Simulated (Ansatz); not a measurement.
Level of theory: DFT PBE, scalar-relativistic, plane waves, PAW in Ansatz 0.2.0. All cells share a 420 eV cutoff and Γ-centred k meshes spaced at most about 0.3 Å⁻¹ (about 0.25 or finer for metals, 2π included). No spin polarisation in the final relaxations.

All energies are static (0 K, no zero-point motion). All come from trial cells, and lower structures may exist.

Problem. These unrelaxed guesses for Ga3Se are each relaxed within their symmetry. Order them by the energy at which they end, lowest first.
A.

```
Ga Se
1.0
     3.90851    0.00000    0.00000
     0.00000    3.90851    0.00000
     0.00000    0.00000    5.63062
Ga Se
3 1
Direct
  0.00000 0.50000 0.50000
  0.50000 0.00000 0.50000
  0.50000 0.50000 0.00000
  0.00000 0.00000 0.00000
```

B.

```
Ga Se
1.0
     0.00000    3.23841    3.23841
     3.23841    0.00000    3.23841
     3.23841    3.23841    0.00000
Ga Se
3 1
Direct
  0.25000 0.25000 0.25000
  0.75000 0.75000 0.75000
  0.50000 0.50000 0.50000
  0.00000 0.00000 0.00000
```

C.

```
Ga Se
1.0
     5.78102    0.00000    0.00000
    -2.89051    5.00651    0.00000
     0.00000    0.00000    5.98026
Ga Se
6 2
Direct
  0.64304 0.64304 0.77807
  0.35696 0.35696 0.22193
  0.00000 0.35696 0.77807
  0.35696 0.00000 0.77807
  0.64304 0.00000 0.22193
  0.00000 0.64304 0.22193
  0.66667 0.33333 0.00000
  0.33333 0.66667 0.00000
```

Solution. A (ends in P4/mmm, 0 meV/atom), C (ends in P-31m, 18 meV/atom), B (ends in Fm-3m, BiF3 (D0_3) type, 111 meV/atom).

In P4/mmm, Fm-3m an odd number of electrons in the primitive cell allows no gap without spin; a larger cell or a magnetic state could open one. Cells relaxed within their symmetry can be saddle points. Some structure types and database cells were kept out of the candidates from the start, so a known form may be missing.
